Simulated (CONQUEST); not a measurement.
Input and output of a self-consistent single point for GaN (Cmc2_1, 8 atoms in the cell; from Materials Project mp-804, changed as shown) (CONQUEST).

Level of theory: PBE, numerical atomic orbitals double-zeta with polarisation (the shipped basis), PseudoDojo norm-conserving potentials made for PBE run with CONQUEST.

The change in words: lattice vector a scaled by 1.02. Reference geometry (P6_3mc):
```
GaN
1.0
    3.18893     0.00000     0.00000
    0.00000     5.52339     0.00000
    0.00000     0.00000     5.19236
Ga N
4 4
Direct
  0.50000   0.16667   0.49908
  0.00000   0.33333   0.99908
  0.00000   0.66667   0.49908
  0.50000   0.83333   0.99908
  0.50000   0.16667   0.87592
  0.00000   0.33333   0.37592
  0.00000   0.66667   0.87592
  0.50000   0.83333   0.37592
```

Reference input (self-consistent single point, DFT, PBE, numerical atomic orbitals double-zeta with polarisation (the shipped basis), PseudoDojo norm-conserving potentials made for PBE): basis = DZP; Diag.MPMeshX, Y, Z = 5 3 3; potentials = PseudoDojo norm-conserving PBE; Grid.GridCutoff = 175 Ha; DM.SolutionMethod = diagon; Diag.kT = 0.000367 Ha; Diag.GammaCentred = true; minE.SCTolerance = 1.0e-07; SC.MaxIters = 100; SC.LinearMixingFactor = 0.3; AtomMove.TypeOfRun = static. This run's input differs from it in these lines:

```diff
@@ -31,3 +31,3 @@
 # file: input.coords
-     3.188930000      0.000000000      0.000000000
+     3.252709000      0.000000000      0.000000000
      0.000000000      5.523388000      0.000000000
```

The program printed (abridged):

```
    new_SC_potl: Starting.  Tolerance:  0.10000E-06

    PulayMixSC: Starting Pulay mixing, A_up =  0.300 A_dn =  0.300
    PulayMixSC: Spin non-polarised calculation.
          Harris-Foulkes Energy            :     -9461.518847917299354 eV
          (TS=0 as O(N) or entropic contribution is negligible)
          DFT Total Energy                 :     -9440.924142380141348 eV
          Total number of electrons        :        72.000000000003325
    PulayMixSC: Pulay iteration     1 residual:              0.54030E-02
          Harris-Foulkes Energy            :     -9454.404670586172870 eV
   [... lines left out ...]
          (TS=0 as O(N) or entropic contribution is negligible)
          DFT Total Energy                 :     -9454.206803954335555 eV
          Total number of electrons        :        72.000024064949656
    PulayMixSC: Pulay iteration     8 residual:              0.11933E-06
          Harris-Foulkes Energy            :     -9454.206803953109556 eV
          (TS=0 as O(N) or entropic contribution is negligible)
          DFT Total Energy                 :     -9454.206803954062707 eV
          Total number of electrons        :        72.000024065282119
    PulayMixSC: Pulay iteration     9 residual:              0.78637E-07
    PulayMixSC: Reached SCF tolerance of  0.78637E-07 after      9 iterations
      | Number of electrons      =        72.000024
      |* band energy as 2Tr[K.H] =     -1214.215354947170226 eV
      |  screened ion-ion energy =     -7484.047596899424207 eV
      |  Ha correction           =        16.787629490680022 eV
      |  XC correction           =      -772.731525964067941 eV
      |* Harris-Foulkes energy   =     -9454.206803953109556 eV
      |* DFT total energy        =     -9454.206803954062707 eV
      |  estimated accuracy      =         0.000000000952822 eV

    force: Forces on atoms (eV/A )
    force:  Atom   X              Y              Z
    force:     1  -0.0000000000   0.1786725621  -0.0936407729
    force:     2  -0.0000000000  -0.1786725621  -0.0936407729
   [... lines left out ...]
    force: Maximum force :        0.19586045(eV/A ) on atom         7 in y direction
   [... lines left out ...]
    force: Force Residual:        0.21119968 eV/A
    force: Total stress:         -1.00444077     0.00000000     0.00000000 GPa
                             0.00000000    -6.72776364     0.00000000
                             0.00000000     0.00000000    -7.52438908
    force: Average pressure:      5.08553116 GPa

    force: Finished force
    get_E_and_F: Change in energy during last step of electronic optimisation: -0.46839E-10
```

The run converged in 9 iterations. CONQUEST prints the stress tensor with tension positive. Against the reference run the free energy falls by 6.8 meV/atom, the pressure goes from 8.94 to 5.09 GPa and the largest force goes from under 0.1 to 0.22 eV/Å.

The program uses no crystal symmetry, so grid and mesh can part values that symmetry would make equal. The atom-centred basis is finite, which shifts total energies, pressures and forces against plane waves. The structure comes from a collection of computed structures, made at another level of theory; the collection holds predicted forms beside known ones.

Cost on one core: roughly 90 core-seconds.
